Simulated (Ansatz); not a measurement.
CuI (zinc blende, F-43m), LDA in the plane-wave PAW code Ansatz: ε∞ = 6.82, cell volume 50.34 Å³. Infrared-active transverse modes:

```
ω_TO (cm⁻¹)  oscillator strength S_xx (e²/amu)
-----------  ---------------------------------
155.3                                  0.02178
```

Compute the static dielectric constant.

Each mode adds (4.921e7/V) S/ω²: 0.88. So ε0 = 7.70.

What LO frequency does the Lyddane–Sachs–Teller relation give?

ω_LO = ω_TO √(ε0/ε∞) = 165 cm⁻¹.

The cell was relaxed with LDA under the symmetry of its start; phonons on a q-mesh show no instability. No spin polarisation was allowed. Scalar-relativistic: spin–orbit coupling is off unless named, which matters more the heavier the elements.

Potentials: the earlier of the program's two PAW sets.
